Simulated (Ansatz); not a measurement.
## KF (rock salt), scan of one atom of the cell

Starting cell, KF (rock salt):

```
KF
1.0
    0.00000     2.71039     2.71039
    2.71039     0.00000     2.71039
    2.71039     2.71039     0.00000
F K
1 1
Direct
  0.00000   0.00000   0.00000
  0.50000   0.50000   0.50000
```

In this cell atom 1 (F, nearest neighbour K at 2.710 Å; its periodic images, 3.8 Å or more away, move with it) is moved by s towards the nearest neighbour, unit vector (-1.000, 0.000, 0.000); all other atoms and the cell stay fixed.

Calculation: PBE (plane waves to 420 eV, PAW, scalar-relativistic; Ansatz, a first-principles code). k mesh 9×9×9 (Γ-centred), Fermi-Dirac smearing 0.05 eV. The energy includes the smearing's −TS. Compression counts positive. F∥ is the force on the atom along that direction. KF was relaxed with its symmetry unable to fall. The zero of ΔE is the undisplaced structure.

```csv
s (Å),ΔE (meV/cell),F∥ (eV/Å),P (GPa)
-0.270,55.1,0.474,0.97
-0.216,33.2,0.341,0.60
-0.162,17.8,0.234,0.33
-0.108,7.6,0.146,0.14
-0.054,1.9,0.070,0.04
0.000,0.0,0.000,0.00
0.054,1.9,-0.070,0.04
0.108,7.6,-0.146,0.14
0.162,17.8,-0.234,0.33
0.216,33.2,-0.341,0.60
0.270,55.1,-0.474,0.97
```

Read from the data:

The energy at s = 0.270 Å is 55.1 meV/cell. The force along the line at s = -0.270 Å is 0.474 eV/Å and the force constant k = d²E/ds² at s = 0 (finite differences) is 1.27 eV/Å². The zone-centre optical wavenumber from k (transverse: no LO-TO term) is 165 cm⁻¹. Symmetry of the curve: even: the same for both signs. Shape of the curve: a single well with its minimum at or next to zero displacement. Harmonic estimate at the end of the scan: ½ks² = 46.4 meV/cell against the computed 55.1 meV/cell, so the well is stiffer than harmonic there.

(For displaced atoms, the force is minus the slope of the energy, and its curvature is a force constant, which sets phonon frequencies.)
